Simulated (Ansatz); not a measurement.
**What DFT gives for Br**

```
Br
1.0
     3.21189    2.29729    0.00000
     3.21189   -2.29729    0.00000
     0.00000    0.00000   -8.52320
Br
4
Cartesian
  3.2119 -1.7289 -7.6496
  3.2119 -0.5684 -3.3880
  3.2119 1.7289 -0.8736
  3.2119 0.5684 -5.1352
```

Method: r2SCAN, no spin polarisation; PAW, plane waves to 500 eV, 7×7×3 Γ-centred mesh, fermi-dirac occupations (width 0.0578 eV) (Ansatz 0.2.0), atoms fixed.

(1) What is the band gap?

(2) What does the stress say?

(3) What is the character of the valence top and the conduction bottom?

(4) Which atom feels the largest force, and which way?

Origin: a known structure type with other elements, at an estimated volume, so it need not be a known compound. Caveats: atoms or cell far from equilibrium.

Results:

(1) The gap is 3.05 eV, indirect (the least direct gap found is 3.09 eV).

(2) The pressure is 10.0 GPa (compression positive), so with the atoms held at these fractions the cell would first expand; the forces are large, so a full relaxation may end otherwise. The principal stresses 0.8, 8.8, 20.3 GPa differ, so its shape would change too.

(3) Within 0.7 eV of the edges, the states project mainly on Br p (99 %) below the gap and on Br p (86 %) above it.

(4) The largest is on Br1 (and as large on other atoms): 5.26 eV/Å, components (0.00, 2.87, 4.41). It makes 180° with the line to a nearest neighbour, Br3 at 2.08 Å, pointing away from it.
